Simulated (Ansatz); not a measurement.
LiTaO3:
Space group R3c, hexagonal axes (No. 161); a = b = 5.139 Å, c = 13.766 Å, α = β = 90.00°, γ = 120.00°

```json
[
 {"atom": "Li", "site": "6a", "symmetry": "3.", "x": "0.0000", "y": "0.0000", "z": "0.2821"},
 {"atom": "Ta", "site": "6a", "symmetry": "3.", "x": "0.0000", "y": "0.0000", "z": "0.4990"},
 {"atom": "O", "site": "18b", "symmetry": "1", "x": "0.0483", "y": "0.3438", "z": "0.0690"}
]
```
(The calculation used a cell of 10 atoms; values per cell refer to that cell.)

Relaxed with PBEsol.

Q: Give the optical modes at the zone centre with their infrared activity from DFPT, DFT-PBEsol in the program Ansatz with PAW potentials.

A: Transverse frequencies, without the LO–TO term; a row sums one degenerate level.

```
ω (cm⁻¹)  degeneracy  IR ((D/Å)²/amu)     activity  symmetry
--------  ----------  ---------------  -----------  --------
139                2            44.90           IR         E
175                1             0.00  IR-inactive        A2
192                2             0.12           IR         E
203                1            59.77           IR        A1
246                2            28.95           IR         E
255                1             0.12           IR        A1
279                1             0.00  IR-inactive        A2
311                2            24.93           IR         E
358                2            38.94           IR         E
360                1             1.14           IR        A1
371                2             0.67           IR         E
381                1             0.00  IR-inactive        A2
441                1             0.00  IR-inactive        A2
449                2             1.84           IR         E
577                2            97.17           IR         E
582                1            58.29           IR        A1
661                2             0.38           IR         E
905                1             0.00  IR-inactive        A2
```

Q: How high does the top mode go among those that the LO–TO term moves?

A: 833 cm⁻¹ for q along x, 833 cm⁻¹ for q along y, 836 cm⁻¹ for q along z.

Symmetry was held in the PBEsol relaxation. No spin polarisation was allowed. Spin–orbit coupling is left out wherever it is not named.

Potentials: the earlier of the program's two PAW sets. The files were generated under PBE; for other functionals the program regenerates the frozen cores, and for LDA and PBEsol the local potential too.
